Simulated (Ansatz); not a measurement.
Here is the system:

SiC:
```
CELL_PARAMETERS angstrom
      0.00000     2.01402     2.01402
      2.01402     0.00000     2.01402
      2.01402     2.01402     0.00000
ATOMIC_POSITIONS crystal
  Si 0.00000 0.00000 0.00000
  C  0.50000 0.50000 0.50000
```

This is the r²SCAN-relaxed structure.

Task: All from plane-wave PAW r²SCAN (Ansatz code), unless another level is named. Give the electronic character.

Result: metallic (no gap).

Task: Next, the formation energy from the elements (no fitted shifts)?

Result: 0.52 eV/atom.

Task: Give the density of states at the Fermi level.

Result: 0.12 states/eV per atom (mean over ±0.08 eV).

Space group Fm-3m (rock salt). This is a known high-pressure phase of the composition, computed here at zero pressure and temperature. Symmetry was held in the r²SCAN relaxation; its stability against distortions is not shown here. The volume moved by -27 % from the start of the relaxation. Its formation energy is positive at this level, so the cell may be metastable or incomplete. The references are the lowest solids computed at this level, not always the standard phases.

Potentials: the later of the program's two PAW sets.
